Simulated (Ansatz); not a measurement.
Total density of states per atom from the program Ansatz at the PBEsol level (PAW), in 0.25 eV bins, energy from the Fermi level:

(E (eV), states/eV/atom): (-7.85, 0.03); (-7.60, 0.04); (-7.35, 0.05); (-7.10, 0.06); (-6.85, 0.07); (-6.60, 0.09); (-6.35, 0.10); (-6.10, 0.11); (-5.85, 0.13); (-5.60, 0.15); (-5.35, 0.17); (-5.10, 0.21); (-4.85, 0.28); (-4.60, 0.69); (-4.35, 0.93); (-4.10, 1.06); (-3.85, 1.29); (-3.60, 1.53); (-3.35, 0.99); (-3.10, 0.74); (-2.85, 0.51); (-2.60, 2.24); (-2.35, 1.86); (-2.10, 1.55); (-1.85, 1.55); (-1.60, 1.96); (-1.35, 1.98); (-1.10, 1.40); (-0.85, 0.63); (-0.60, 0.53); (-0.35, 0.53); (-0.10, 0.60); (0.15, 0.78); (0.40, 1.28); (0.65, 1.65); (0.90, 2.09); (1.15, 2.39); (1.40, 2.52); (1.65, 2.96); (1.90, 1.46); (2.15, 1.17); (2.40, 1.08); (2.65, 0.85); (2.90, 0.43); (3.15, 0.34); (3.40, 0.32); (3.65, 0.30); (3.90, 0.30); (4.15, 0.29); (4.40, 0.28); (4.65, 0.27)

### Question
Which of these materials gives this?
A) CrO2, rutile
B) Cr, bcc (W type)
C) BeSe, zinc blende
D) ZrC, rock salt

### Answer
B, Cr, bcc (W type). Within 0.5 eV of the Fermi level: Cr 3d 93 %. Projections are on Löwdin-orthogonalised atomic valence shells; empty p or d shells of many metals are not among them.

Space group Im-3m (bcc (W type)). The cell was relaxed with PBEsol under the symmetry of its start. The workflow began spin-polarised and lost its moments. Textbook magnetic order: a spin-density-wave antiferromagnet.

Potentials: the later of the program's two PAW sets.
